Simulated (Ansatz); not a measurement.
Cs2NaLaCl6:
```
Cs2NaLaCl6
1.0
    0.00000     5.32959     5.32959
    5.32959     0.00000     5.32959
    5.32959     5.32959     0.00000
Cs Na La Cl
2 1 1 6
Direct
  0.75000   0.75000   0.75000
  0.25000   0.25000   0.25000
  0.50000   0.50000   0.50000
  0.00000   0.00000   0.00000
  0.74600   0.25400   0.25400
  0.25400   0.74600   0.74600
  0.25400   0.74600   0.25400
  0.74600   0.25400   0.74600
  0.25400   0.25400   0.74600
  0.74600   0.74600   0.25400
```

Cartesian axes are those of the cell as given.

**Question.** Give the high-frequency dielectric tensor and the Born effective charge tensors of the independent atoms from DFPT, plane-wave PAW LDA (Ansatz code).

**Answer.** 
ε∞:
```
2.96  0.00  0.00
0.00  2.96  0.00
0.00  0.00  2.96
```
Z* of atom 1 (Cs), rows: field, columns: displacement, in e:
```
1.33  0.00  0.00
0.00  1.33  0.00
0.00  0.00  1.33
```
Z* of atom 3 (Na), rows: field, columns: displacement, in e:
```
1.24  0.00  0.00
0.00  1.24  0.00
0.00  0.00  1.24
```
Z* of atom 4 (La), rows: field, columns: displacement, in e:
```
3.54  0.00  0.00
0.00  3.54  0.00
0.00  0.00  3.54
```
Z* of atom 5 (Cl), rows: field, columns: displacement, in e:
```
-1.93   0.00   0.00
 0.00  -0.89   0.00
 0.00   0.00  -0.89
```

Space group Fm-3m. The first step of the workflow began from a Materials Project structure, measured or hypothetical; the Crystallography Open Database copy checked does not list it. Whether it is the stable phase at ambient conditions was not checked. The LDA relaxation kept the symmetry of its start; phonons show weakly imaginary modes. Scalar-relativistic: spin–orbit coupling is off unless named, which matters more the heavier the elements.

Potentials: the later of the program's two PAW sets.
